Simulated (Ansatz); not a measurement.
Geometry optimisation in Ansatz: input, command and trajectory.

```yaml
crystal:
  lattice:
    - [1.2164559333, 0.7023211605, 7.1779476944]
    - [-1.2164559333, 0.7023211605, 7.1779476944]
    - [0.0, -1.4046423211, 7.1779476944]
  atoms:
    - { symbol: C, position: [0.9189791273, 0.9189791273, 0.9189791273] }
    - { symbol: C, position: [0.2523091577, 0.2523091577, 0.2523091577] }
    - { symbol: C, position: [0.7476908423, 0.7476908423, 0.7476908423] }
    - { symbol: C, position: [0.0810208727, 0.0810208727, 0.0810208727] }
basis:
  ecutwfc: 500
kpoints:
  mp_grid: { grid: [18, 18, 18] }
hamiltonian:
  xc: r2scan
scf:
  occupations: { method: gaussian, width: 0.01 }
output:
  forces: true
  stress: true
  eigenvalues: true
relax:
  adjacent_minimum: "off"
  f_tol: 0.008
  max_steps: 50
  cell: { stress_tol: 0.08, p_target: 3.0 }
```

```bash
ansatz run input.yaml --threads 1 --pin off --max-ram 2560MiB --backend cpu --events-out ev --progress --plain --runs-dir out
```

Level of theory: DFT r2SCAN, scalar-relativistic, plane waves, PAW in Ansatz.

Of 7 frames 7 are shown, positions in Å and forces in eV/Å; the SCF threshold varies from step to step. Steps run on the plane waves of an earlier cell, with a Pulay correction in the pressure. The basis is chosen afresh for the last frame, the zero of the energies, and at times for earlier ones too; energy and pressure step there, also at an unchanged geometry. The relaxation lowers the enthalpy F + PV at the target pressure, so the free energy itself can rise. The mark taken_back stands on steps that the optimiser undid.

```xyz
4
Lattice="1.2165 0.7023 7.1779 -1.2165 0.7023 7.1779 0.0000 -1.4046 7.1779" Properties=species:S:1:pos:R:3:forces:R:3 pbc="T T T" step=1 free_energy_over_end_meV_per_atom=0.17 pressure_GPa=7.87
C     0.0000    0.0000   19.7892    0.0000    0.0000   -0.0004
C     0.0000    0.0000    5.4332    0.0000    0.0000   -0.0011
C     0.0000    0.0000   16.1007    0.0000    0.0000    0.0011
C     0.0000    0.0000    1.7447    0.0000    0.0000    0.0004
4
Lattice="1.2223 0.7057 6.8280 -1.2223 0.7057 6.8280 0.0000 -1.4113 6.8280" Properties=species:S:1:pos:R:3:forces:R:3 pbc="T T T" step=2 free_energy_over_end_meV_per_atom=-2.02 pressure_GPa=4.41
C     0.0000    0.0000   18.8220    0.0000    0.0000    0.0004
C     0.0000    0.0000    5.1659    0.0000    0.0000   -0.0039
C     0.0000    0.0000   15.3182    0.0000    0.0000    0.0039
C     0.0000    0.0000    1.6621    0.0000    0.0000   -0.0004
4
Lattice="1.2248 0.7072 6.5918 -1.2248 0.7072 6.5918 0.0000 -1.4143 6.5918" Properties=species:S:1:pos:R:3:forces:R:3 pbc="T T T" step=3 free_energy_over_end_meV_per_atom=2.48 pressure_GPa=3.14
C     0.0000    0.0000   18.1493    0.0000    0.0000    0.0258
C     0.0000    0.0000    4.9654    0.0000    0.0000    0.0259
C     0.0000    0.0000   14.8099    0.0000    0.0000   -0.0259
C     0.0000    0.0000    1.6260    0.0000    0.0000   -0.0258
4
Lattice="1.2259 0.7078 6.5629 -1.2259 0.7078 6.5629 0.0000 -1.4156 6.5629" Properties=species:S:1:pos:R:3:forces:R:3 pbc="T T T" step=4 free_energy_over_end_meV_per_atom=8.43 pressure_GPa=2.72 taken_back
C     0.0000    0.0000   18.1788    0.0000    0.0000   -0.1171
C     0.0000    0.0000    5.0526    0.0000    0.0000   -0.1362
C     0.0000    0.0000   14.6360    0.0000    0.0000    0.1362
C     0.0000    0.0000    1.5099    0.0000    0.0000    0.1171
4
Lattice="1.2245 0.7070 6.6951 -1.2245 0.7070 6.6951 0.0000 -1.4140 6.6951" Properties=species:S:1:pos:R:3:forces:R:3 pbc="T T T" step=5 free_energy_over_end_meV_per_atom=-0.44 pressure_GPa=3.09
C     0.0000    0.0000   18.4528    0.0000    0.0000   -0.0004
C     0.0000    0.0000    5.0622    0.0000    0.0000    0.0027
C     0.0000    0.0000   15.0231    0.0000    0.0000   -0.0027
C     0.0000    0.0000    1.6325    0.0000    0.0000    0.0004
4
Lattice="1.2247 0.7071 6.6796 -1.2247 0.7071 6.6796 0.0000 -1.4142 6.6796" Properties=species:S:1:pos:R:3:forces:R:3 pbc="T T T" step=6 free_energy_over_end_meV_per_atom=-0.13 pressure_GPa=3.00
C     0.0000    0.0000   18.4108    0.0000    0.0000    0.0058
C     0.0000    0.0000    5.0517    0.0000    0.0000   -0.0057
C     0.0000    0.0000   14.9870    0.0000    0.0000    0.0057
C     0.0000    0.0000    1.6279    0.0000    0.0000   -0.0058
4
Lattice="1.2247 0.7071 6.6796 -1.2247 0.7071 6.6796 0.0000 -1.4142 6.6796" Properties=species:S:1:pos:R:3:forces:R:3 pbc="T T T" step=7 free_energy_over_end_meV_per_atom=0.00 pressure_GPa=3.01
C     0.0000    0.0000   18.4108    0.0000    0.0000    0.0058
C     0.0000    0.0000    5.0517    0.0000    0.0000   -0.0057
C     0.0000    0.0000   14.9870    0.0000    0.0000    0.0057
C     0.0000    0.0000    1.6279    0.0000    0.0000   -0.0058
```

The run took 3.5 min on 1 thread of Intel(R) Xeon(R) Platinum 8375C CPU @ 2.90GHz (Ice Lake), on a shared host, peak memory 0.72 GiB.

The cell holds layers, and r2SCAN describes their binding at middle range but leaves out its long-range dispersion part.